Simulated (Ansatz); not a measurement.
BeS (NiAs type, space group No. 194) under volume change, DFT-PBEsol in the program Ansatz with PAW potentials, shape and atoms relaxed at each volume.

```json
[
 {"V (Å³/atom)": "10.978", "E − E(relaxed) (meV/atom)": "40.7", "P (GPa)": "12.95"},
 {"V (Å³/atom)": "11.340", "E − E(relaxed) (meV/atom)": "17.2", "P (GPa)": "7.99"},
 {"V (Å³/atom)": "11.702", "E − E(relaxed) (meV/atom)": "4.1", "P (GPa)": "3.70"},
 {"V (Å³/atom)": "12.064", "E − E(relaxed) (meV/atom)": "0.0", "P (GPa)": "0.00"},
 {"V (Å³/atom)": "12.426", "E − E(relaxed) (meV/atom)": "3.7", "P (GPa)": "-3.21"},
 {"V (Å³/atom)": "12.787", "E − E(relaxed) (meV/atom)": "14.2", "P (GPa)": "-5.98"},
 {"V (Å³/atom)": "13.149", "E − E(relaxed) (meV/atom)": "30.5", "P (GPa)": "-8.39"}
]
```

What does a third-order Birch–Murnaghan fit give for V₀, B₀ and B′?

V₀ = 12.06 Å³/atom, B₀ = 115 GPa, B′ = 3.8.

Space group P6_3/mmc (NiAs type). The cell is a constructed one: a structure type filled with these elements; neither database checked (COD, Materials Project) lists it. COD files the formula under space group No. 216, so this cell is another polymorph or a model. Its standing as an ambient phase is unchecked. The PBEsol relaxation kept the symmetry of its start; its stability against distortions is not shown here.

Potentials: the later of the program's two PAW sets.
